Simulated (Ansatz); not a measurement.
Cl:
```
CELL_PARAMETERS angstrom
      3.27089    -2.06313     0.00000
      3.27089     2.06313     0.00000
      0.00000     0.00000     8.28228
ATOMIC_POSITIONS crystal
  Cl 0.88095 0.11905 0.60593
  Cl 0.11905 0.88095 0.39407
  Cl 0.61905 0.38095 0.10593
  Cl 0.38095 0.61905 0.89407
```

Relaxed with r²SCAN. Special points in fractions of this cell's reciprocal vectors: Γ (0.000, 0.000, 0.000); Y (0.500, 0.500, 0.000); F0 (0.349, 0.651, 0.000); Δ0 (-0.349, 0.349, 0.000); Z (0.000, 0.000, 0.500); B0 (-0.349, 0.349, 0.500); G0 (0.349, 0.651, 0.500); T (0.500, 0.500, 0.500); S (0.000, 0.500, 0.000); R (0.000, 0.500, 0.500).

Problem. List the band energies nearest the valence-band maximum at these points for the program Ansatz at the r²SCAN level (PAW).

Solution. In eV from the valence-band maximum; about four levels below and three above (degenerate sets whole), none deeper than 8.9 eV; points with the same levels are listed once.

| k | below | above |
|---|---|---|
| Γ | -0.86 -0.35 -0.14 0.00 | 2.63 3.57 7.39 |
| Y | -1.35 -1.05 -0.40 -0.20 | 2.73 3.37 8.79 |
| F0 | -1.09 -0.79 -0.39 -0.20 | 3.01 3.32 9.38 |
| Z | -0.72 -0.72 -0.07 -0.07 | 3.05 3.05 7.78 7.78 |
| B0 | -0.62 -0.62 -0.41 -0.41 | 3.08 3.08 10.09 10.09 |
| T | -0.83 -0.83 -0.75 -0.75 | 3.00 3.00 9.41 9.41 |
| S | -0.80 -0.80 -0.27 -0.27 | 3.30 3.30 8.53 8.53 |
| R | -0.60 -0.60 -0.09 -0.09 | 3.06 3.06 8.79 8.79 |

Space group Cmce (molecular I2 type). The cell was relaxed with r²SCAN under the symmetry of its start. The substance is a gas or liquid at ambient conditions; this is its low-temperature solid. A crystal of weakly bound molecules computed without a dispersion correction: the cell and the soft elastic constants depend strongly on that.

Potentials: the later of the program's two PAW sets.
